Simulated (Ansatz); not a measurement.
## SiF, all-electron reference calculation

Cell: SiF placed on the sites of a small cell holding one bonded unit (a generated, not necessarily known, phase), then sheared and rattled.

Level of theory: DFT, PBE, all-electron full-potential LAPW, scalar-relativistic valence, Dirac core shells, point nucleus in Ansatz. 3×3×3 Γ-centred k-points (coarse, not zone-converged), Fermi–Dirac occupations at kT = 0.15 eV. In metals such a mesh can move stress, forces and moments by their own size. Spin-restricted. The cell's electron count is odd, so a run with spin could end lower. Atoms are numbered as listed.

Lattice in Å, fractional positions:
```yaml
crystal:
  lattice:
    - [-1.92187, 2.10943, 1.99641]
    - [2.03818, -2.05204, 2.05534]
    - [1.91731, 2.04748, -1.93903]
  atoms:
    - { symbol: Si, position: [0.97196, 0.79164, 0.23561] }
    - { symbol: F, position: [0.26277, 0.56928, 0.43242] }
```

```
atom  Fx (eV/Å)  Fy (eV/Å)  Fz (eV/Å)
 Si1      0.439     -0.960     -0.005
  F2     -0.439      0.960      0.005
```

Stress tensor (GPa, compression positive):
```
10.16 -9.50  1.74
-9.50 20.13 -2.03
 1.74 -2.03 11.09
```

* Pressure: 13.79 GPa
* Largest force: 1.055 eV/Å

SiF: forces and stress of a distorted cell

Cell: generated SiF in a simple cubic array of dimers (box 2.5 bond lengths wide), strained and with atoms displaced, one atom being moved towards a neighbour.

Theory: DFT, PBE, all-electron full-potential LAPW, scalar-relativistic, point nucleus (Ansatz 0.2 development build). k-points 2×2×2 (shift 0.5, 0.5, 0.5 mesh steps), Fermi–Dirac smearing of 0.15 eV. The mesh is coarse, so the numbers hold for this sampling and aren't converged over the zone. In metals such a mesh can move stress, forces and moments by their own size. Spin-restricted. The cell's electron count is odd, so a run with spin could end lower. Atoms are numbered as listed.

Lattice in Å, fractional positions:
```yaml
crystal:
  lattice:
    - [4.13093, -0.06304, -0.19907]
    - [-0.06304, 4.14698, -0.20056]
    - [-0.19907, -0.20056, 4.13622]
  atoms:
    - { symbol: Si, position: [0.98472, 0.71195, 0.21760] }
    - { symbol: F, position: [0.19257, 0.93082, 0.44928] }
```

Question: What forces and pressure does this calculation give?

Answer: 
Forces (eV/Å): Si1 (-4.257, -4.523, -4.661); F2 (4.257, 4.523, 4.661).

Stress (GPa; xx, yy, zz, yz, xz, xy; compression positive): 8.25, 9.29, 9.81, 8.82, 8.30, 8.28.

```yaml
All-electron_E_−_TS_for_this_scheme: -10608.378 eV
Pressure: 9.11 GPa
Largest_force: 7.765 eV/Å
```
